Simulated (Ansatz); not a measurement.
One starting cell of ZrO₂ (a generated cell, ZrO2 placed in the polar-ZrO2 structure type) was relaxed twice with Ansatz (plane waves, PAW, scalar-relativistic): with r2SCAN at 500 eV and with PBE at 420 eV. The r2SCAN result:

```
CELL_PARAMETERS angstrom
      5.28676     0.00000     0.00000
      0.00000     5.07286     0.00000
      0.00000     0.00000     5.09831
ATOMIC_POSITIONS crystal
  Zr 0.03056 0.26645 0.24882
  Zr 0.96944 0.73355 0.74882
  Zr 0.53056 0.73355 0.24882
  Zr 0.46944 0.26645 0.74882
  O  0.36583 0.06771 0.10712
  O  0.63417 0.93229 0.60712
  O  0.86583 0.93229 0.10712
  O  0.13417 0.06771 0.60712
  O  0.22939 0.53633 0.00006
  O  0.77061 0.46367 0.50006
  O  0.72939 0.46367 0.00006
  O  0.27061 0.53633 0.50006
```

```
quantity                          r2SCAN    PBE
--------------------------------  ------  -----
space group                        Pca2₁  Pca2₁
volume (Å³/atom)                   11.39    [?]
a (Å)                              5.287    [?]
b (Å)                              5.073    [?]
c (Å)                              5.098    [?]
gap (eV, no spin-orbit coupling)    4.40    [?]
```

Task: What does PBE give for the same quantities?

Result: 
- volume (Å³/atom), PBE: 11.60
- a (Å), PBE: 5.324
- b (Å), PBE: 5.098
- c (Å), PBE: 5.128
- gap (eV, no spin-orbit coupling), PBE: 3.86

Both levels end in the same structure; PBE's volume is 1.8 % larger; its gap is 0.54 eV smaller. Neither column is exact.

No spin polarisation in the result.

The run could not lose the symmetry of its start; a randomly shaken copy of 12 atoms returns to this structure.

The first start was generated by placing the elements on the sites of a structure type. A measured structure of ZrO2 has the same space group, Pca2₁ (No. 29); the sites were not compared with it. Another known form has space group No. 14.

Ansatz is an electronic-structure program.
